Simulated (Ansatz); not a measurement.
Method: DFT PBE, scalar-relativistic, plane waves, PAW (Ansatz 0.2.0). All cells share a 420 eV cutoff and Γ-centred k meshes spaced at most about 0.3 Å⁻¹ (about 0.25 or finer for metals, 2π included). No spin polarisation in the final relaxations.

Temperature and zero-point effects are left out.

Two forms of Ta₂NbO₂ were relaxed alike.

A.

```cif
data_structure
_symmetry_space_group_name_H-M 'I4/mmm'
_symmetry_Int_Tables_number 139
_cell_length_a 3.3972
_cell_length_b 3.3972
_cell_length_c 12.0150
_cell_angle_alpha 90.000
_cell_angle_beta 90.000
_cell_angle_gamma 90.000
_cell_volume 138.67
loop_
_atom_site_label
_atom_site_type_symbol
_atom_site_symmetry_multiplicity
_atom_site_Wyckoff_symbol
_atom_site_fract_x
_atom_site_fract_y
_atom_site_fract_z
_atom_site_occupancy
Ta1 Ta 4 e 0.50000 0.50000 0.14070 1
Nb1 Nb 2 a 0.00000 0.00000 0.00000 1
O1 O 4 d 0.00000 0.50000 0.25000 1
```

B.

```cif
data_structure
_symmetry_space_group_name_H-M 'P4/mmm'
_symmetry_Int_Tables_number 123
_cell_length_a 4.1873
_cell_length_b 4.1873
_cell_length_c 4.2029
_cell_angle_alpha 90.000
_cell_angle_beta 90.000
_cell_angle_gamma 90.000
_cell_volume 73.69
loop_
_atom_site_label
_atom_site_type_symbol
_atom_site_symmetry_multiplicity
_atom_site_Wyckoff_symbol
_atom_site_fract_x
_atom_site_fract_y
_atom_site_fract_z
_atom_site_occupancy
Ta1 Ta 2 e 0.50000 0.00000 0.50000 1
Nb1 Nb 1 c 0.50000 0.50000 0.00000 1
O1 O 2 f 0.50000 0.00000 0.00000 1
```

**Question.** Which would you expect to be lower, and how large is the difference?

**Answer.** B is lower, by 261 meV/atom. A has space group I4/mmm (No. 139), 13.9 Å³/atom and no gap on its mesh; B has space group P4/mmm (No. 123), 14.7 Å³/atom and no gap. Counting O atoms around Nb and Ta (those within 1.25 times the shortest such distance or 1.15 times the sum of covalent radii; the shortest distance is added where it is long for a bond), A has Ta 4, Nb 8 from 3.5 Å and B has Ta 2, Nb 4. The lower one is the more open, so pressure narrows the difference. In A, Ta has 4 O at 2.15 Å and 4 Nb at 2.94 Å; around Nb lie 8 Ta at 2.94 Å; around O lie 4 Ta at 2.15 Å and 4 O at 2.40 Å. In B, Ta is surrounded by 2 O at 2.10 Å, 4 Ta at 2.96 Å and 4 Nb at 2.97 Å; Nb has 4 O at 2.09 Å and 8 Ta at 2.97 Å; O has 2 Nb at 2.09 Å and 2 Ta at 2.10 Å. Both come from invented guesses.

These runs have no spin–orbit coupling, which can matter for Ta. In I4/mmm, P4/mmm an odd number of electrons in the primitive cell allows no gap without spin; a larger cell or a magnetic state could open one. Cells relaxed within their symmetry can be saddle points.
